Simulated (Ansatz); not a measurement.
The relaxed structure here is a generated cell of CsPbCl3: the first start was made by placing the elements on the sites of a structure type, and the end was not matched to a known phase here, so it may be hypothetical. Known forms of CsPbCl3 include space group No. 221.

The end point of a relaxation of CsPbCl3. Space group R-3c (No. 167). Method: PBEsol (plane waves to 420 eV, PAW, scalar-relativistic; Ansatz, an electronic-structure program).

```cif
data_Cl6Cs2Pb2
_chemical_formula_sum 'Pb2 Cs2 Cl6'
_space_group_name_H-M_alt 'P 1'
_space_group_IT_number 1
_cell_length_a 8.51578
_cell_length_b 8.51578
_cell_length_c 8.51578
_cell_angle_alpha 59.656
_cell_angle_beta 59.656
_cell_angle_gamma 59.656
loop_
_space_group_symop_operation_xyz
  'x, y, z'
loop_
_atom_site_label
_atom_site_type_symbol
_atom_site_fract_x
_atom_site_fract_y
_atom_site_fract_z
_atom_site_occupancy
Pb1 Pb 0.25000 0.25000 0.25000 1
Pb2 Pb 0.75000 0.75000 0.75000 1
Cs1 Cs 0.00000 0.00000 0.00000 1
Cs2 Cs 0.50000 0.50000 0.50000 1
Cl1 Cl 0.93246 0.56754 0.25000 1
Cl2 Cl 0.25000 0.93246 0.56754 1
Cl3 Cl 0.56754 0.25000 0.93246 1
Cl4 Cl 0.06754 0.43246 0.75000 1
Cl5 Cl 0.75000 0.06754 0.43246 1
Cl6 Cl 0.43246 0.75000 0.06754 1
```

For CsPbCl3, the volume per atom is 43.33 Å³ and the density is 3.42 g/cm³. The band gap is 2.42 eV, direct at Γ (no spin-orbit coupling) and the shortest distances is Cl–Pb 2.69 Å; Cl–Cs 3.38 Å. The k-mesh is 5×5×5.

Band energies at high-symmetry points (eV from the VBM; labels of this space group; no spin-orbit coupling), from −5 eV up to 6.4 eV:

| point | energies |
|---|---|
| Γ | -2.32 -2.32 -2.10 -2.10 -1.85 -1.31 -1.31 -1.27 -1.18 -1.18 -0.99 -0.92 -0.92 -0.85 -0.85 -0.82 -0.23 0.00 2.42 3.01 4.75 4.75 4.93 4.93 5.35 |
| T | -2.20 -2.20 -2.20 -2.20 -1.44 -1.44 -1.17 -1.17 -1.17 -1.17 -1.08 -1.08 -0.99 -0.99 -0.99 -0.99 -0.06 -0.06 2.61 2.61 4.83 4.83 4.83 4.83 |
| H2 | -2.24 -2.24 -2.12 -2.12 -1.48 -1.48 -1.31 -1.31 -1.14 -1.14 -1.08 -1.08 -0.94 -0.94 -0.87 -0.87 -0.11 -0.11 2.63 2.63 4.43 4.43 4.82 4.82 |
| H0 | -2.24 -2.24 -2.12 -2.12 -1.48 -1.48 -1.31 -1.31 -1.14 -1.14 -1.08 -1.08 -0.94 -0.94 -0.87 -0.87 -0.11 -0.11 2.63 2.63 4.43 4.43 4.82 4.82 |
| L | -2.23 -2.23 -2.16 -2.16 -1.50 -1.50 -1.18 -1.18 -1.14 -1.14 -1.08 -1.08 -1.03 -1.03 -0.85 -0.85 -0.10 -0.10 2.65 2.65 4.46 4.46 4.80 4.80 |
| S0 | -2.26 -2.23 -2.14 -2.11 -1.48 -1.45 -1.33 -1.31 -1.21 -1.18 -1.04 -1.03 -0.94 -0.93 -0.87 -0.86 -0.13 -0.09 2.58 2.70 4.42 4.42 4.75 4.82 |
| S2 | -2.26 -2.23 -2.14 -2.11 -1.48 -1.45 -1.33 -1.31 -1.21 -1.18 -1.04 -1.03 -0.94 -0.93 -0.87 -0.86 -0.13 -0.09 2.58 2.70 4.42 4.42 4.75 4.82 |
| F | -2.32 -2.16 -2.14 -2.09 -1.52 -1.50 -1.36 -1.31 -1.17 -1.17 -1.06 -1.05 -0.91 -0.89 -0.87 -0.86 -0.17 -0.05 2.51 2.77 4.29 4.53 4.82 4.86 6.40 |

No spin polarisation in the result. Without spin-orbit coupling the bands of the heavy element are not split, so the gap can be far off.

The run could not lose the symmetry of its start: the end is stationary, and may be a saddle point rather than a minimum.
